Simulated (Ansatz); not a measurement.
How CdTe (F-43m) stiffens under pressure

```xyz
2
Lattice="0.0000 3.2050 3.2050 3.2050 0.0000 3.2050 3.2050 3.2050 0.0000" Properties=species:S:1:pos:R:3 pbc="T T T"
Cd    0.0000    0.0000    0.0000
Te    4.8075    4.8075    4.8075
```

This is the zero-pressure cell. At each pressure cell and atoms are relaxed in this structure, and the constants are slopes of the stress at strains of ±0.005 with relaxed ions (the coefficients that govern stability under load). Level: LDA, PAW on Ansatz 0.2.0's default frozen-core files (fitted under PBE), scalar-relativistic; k mesh 6×6×6, strains of ±0.005, fixed occupations, cutoff 420 eV. P is the pressure of the relaxed cell, less that of this one.

```csv
P (GPa),V/V₀,C11 (GPa),C12 (GPa),C44 (GPa)
0.00,1.0000,58.5,40.0,21.5
0.98,0.9800,62.6,44.9,21.2
2.00,0.9613,66.8,49.9,20.7
4.01,?,?,?,?
6.97,0.8916,85.5,73.4,17.0
10.02,0.8597,96.2,87.3,14.0
14.99,0.8181,112.9,109.3,8.3
```

Question: Does the bulk modulus from the constants agree with the pressure-volume curve?

Answer: A third-order Birch-Murnaghan fit to the volumes shown (F against f, f = [(V₀/V)^(2/3) − 1]/2) gives B₀ = 46.2 GPa and B′ = 4.8. Its −V dP/dV stands beside (C11 + 2C12)/3:

```csv
P (GPa),from P(V),from the constants
0.00,46.2,46.2
0.98,50.8,50.8
2.00,55.5,55.5
6.97,77.4,77.5
10.02,90.3,90.3
14.99,110.8,110.5
```

Question: What are the pressure derivatives at zero pressure?

Answer: Slopes at V₀ of quadratic fits in −ln(V/V₀) through the first four rows shown, divided by B₀: dC11/dP = 4.2, dC12/dP = 5.0, dC44/dP = -0.2. The mean slopes up to 2.0 GPa are 4.1, 5.0, -0.4; curvature and scatter of the constants part the two. The combination (dC11/dP + 2 dC12/dP)/3 = 4.7 stands against B′.

Question: Fill the row at 4.01 GPa.

Answer: Cubic fits in −ln(V/V₀) through all rows shown give C11 = 74.6, C12 = 59.6, C44 = 19.5 GPa. Computed: V/V₀ = 0.9297, C11 (GPa) = 74.6, C12 (GPa) = 59.6, C44 (GPa) = 19.5.

Question: Does a shear stiffness soften?

Answer: C44 goes from 21.5 to 8.3 GPa; (C11 − C12)/2 goes from 9.3 to 1.8 GPa. C44 and (C11 − C12)/2 soften under pressure, though the lattice stays mechanically stable over this range.

Keep in mind: no other phase was computed; many crystals of this kind change structure within this range, and rows or crossings beyond such a change describe a metastable lattice; frozen-core PAW files fitted under PBE, their cores solved anew for the functional of the run; constants at zero field, no piezoelectric stiffening; phonons weren't checked at these pressures.
